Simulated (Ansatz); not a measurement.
# What DFT gives for Na2OsCl4O2

```
CELL_PARAMETERS angstrom
-3.34205 3.34205 4.18353
3.34205 -3.34205 4.18353
3.34205 3.34205 -4.18353
ATOMIC_POSITIONS crystal
Os 0.00000 0.00000 0.00000
O 0.21200 0.21200 0.00000
O 0.78800 0.78800 0.00000
Na 0.75000 0.25000 0.50000
Na 0.25000 0.75000 0.50000
Cl 0.23000 0.23000 0.46000
Cl 0.23000 0.77000 0.00000
Cl 0.77000 0.77000 0.54000
Cl 0.77000 0.23000 0.00000
```

Method: r2SCAN, no spin polarisation; PAW, plane waves to 500 eV, 6×6×6 Γ-centred mesh, fermi-dirac occupations (width 0.0304 eV) (Ansatz 0.2.0), atoms fixed.

Q: Metal or insulator? Give the gap.

A: The gap is 1.08 eV, direct at the points sampled.

Q: Describe some of the short contacts.

A: Os–O at 1.77 Å: least valence density 1.55 e/Å³ and ELF 0.31 there. Cl–Os at 2.17 Å: least valence density 0.94 e/Å³ and ELF 0.40 there. Na–Cl at 3.16 Å: least valence density 0.04 e/Å³ and ELF 0.01 there, so no covalent bond. Both are smooth PAW fields, read partly inside the augmentation spheres.

Q: What does the stress say?

A: The pressure is 9.1 GPa (compression positive), so with the atoms held at these fractions the cell would first expand; the forces are large, so a full relaxation may end otherwise. The principal stresses -5.0, 16.2, 16.2 GPa differ, so its shape would change too.

Q: What is the character of the valence top and the conduction bottom?

A: Within 0.7 eV of the edges, the states project mainly on Os d (53 %) and Cl p (43 %) below the gap and on O p (46 %) and Os d (46 %) above it.

Origin: a known structure type with other elements, at an estimated volume, so it need not be a known compound. Caveats: no spin-orbit coupling, which can shift this gap by tenths of an eV; atoms or cell far from equilibrium.
